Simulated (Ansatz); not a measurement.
Perovskite alloy of SrTiO3 and SrZrO3 (6 of 8 Ti sites exchanged), 40 atoms

Ansatz, PAW, plane waves. PBEsol relaxation of volume and atoms (shape held) at the single k point (¼, ¼, ¼) without its symmetry partners; single points on the relaxed atoms at the single k point (¼, ¼, ¼) without its symmetry partners, onto which points of the small cell's zone fold. Arrangement: clustered. No spin–orbit coupling unless named.

Relaxed structure:

```yaml
crystal:
  lattice:
    - [8.08631, 0.00000, 0.00000]
    - [0.00000, 8.08631, 0.00000]
    - [0.00000, 0.00000, 8.08631]
  atoms:
    - { symbol: Sr, position: [0.00205, 0.00904, 0.98370] }
    - { symbol: Sr, position: [0.00131, 0.00235, 0.48991] }
    - { symbol: Sr, position: [0.00263, 0.51693, 0.98051] }
    - { symbol: Sr, position: [0.00009, 0.52213, 0.50611] }
    - { symbol: Sr, position: [0.50126, 0.98135, 0.99404] }
    - { symbol: Sr, position: [0.50184, 0.98421, 0.51950] }
    - { symbol: Sr, position: [0.50030, 0.49876, 0.01030] }
    - { symbol: Sr, position: [0.50258, 0.49328, 0.51559] }
    - { symbol: Zr, position: [0.25073, 0.25087, 0.25031] }
    - { symbol: Zr, position: [0.24965, 0.25037, 0.74969] }
    - { symbol: Zr, position: [0.24889, 0.75092, 0.25088] }
    - { symbol: Zr, position: [0.75094, 0.25067, 0.24985] }
    - { symbol: Zr, position: [0.74981, 0.25236, 0.74991] }
    - { symbol: Zr, position: [0.74906, 0.75085, 0.24976] }
    - { symbol: Ti, position: [0.26446, 0.74851, 0.74934] }
    - { symbol: Ti, position: [0.76417, 0.75411, 0.75206] }
    - { symbol: O, position: [0.19868, 0.27713, 0.99916] }
    - { symbol: O, position: [0.30199, 0.22300, 0.50117] }
    - { symbol: O, position: [0.26717, 0.72546, 0.99062] }
    - { symbol: O, position: [0.22428, 0.77411, 0.50828] }
    - { symbol: O, position: [0.80218, 0.27808, 0.99881] }
    - { symbol: O, position: [0.69864, 0.22313, 0.50083] }
    - { symbol: O, position: [0.72414, 0.72615, 0.99024] }
    - { symbol: O, position: [0.76728, 0.77543, 0.50799] }
    - { symbol: O, position: [0.00044, 0.28817, 0.30858] }
    - { symbol: O, position: [0.99918, 0.21966, 0.70593] }
    - { symbol: O, position: [0.99859, 0.69541, 0.23433] }
    - { symbol: O, position: [0.99065, 0.76853, 0.77111] }
    - { symbol: O, position: [0.50042, 0.21360, 0.19227] }
    - { symbol: O, position: [0.49928, 0.27781, 0.79604] }
    - { symbol: O, position: [0.49871, 0.80598, 0.26358] }
    - { symbol: O, position: [0.49031, 0.73120, 0.72644] }
    - { symbol: O, position: [0.19745, 0.99987, 0.22545] }
    - { symbol: O, position: [0.26991, 0.99073, 0.77569] }
    - { symbol: O, position: [0.30223, 0.50179, 0.27438] }
    - { symbol: O, position: [0.22399, 0.50877, 0.72445] }
    - { symbol: O, position: [0.80217, 0.99964, 0.22514] }
    - { symbol: O, position: [0.72369, 0.99105, 0.77422] }
    - { symbol: O, position: [0.69745, 0.50155, 0.27304] }
    - { symbol: O, position: [0.76938, 0.50937, 0.72387] }
```

(1) What are the mean bond lengths by pair (pairs within 1.2 times the sum of covalent radii, less contacts 15 % beyond the pair's median; cation–cation pairs of compounds aside; long ionic contacts are cut short by that bound)?

(2) What gap lies between the top filled and the lowest empty level in the single points?

## Answers

(1) O–Sr 2.727 ± 0.182 Å (standard deviation, 71 bonds); O–Ti 1.994 ± 0.116 Å (standard deviation, 12 bonds); O–Zr 2.085 ± 0.018 Å (standard deviation, 36 bonds).

(2) r²SCAN 3.87 eV (38 s on 2 threads of EPYC 7R13). Away from Γ this isn't the crystal's band gap.
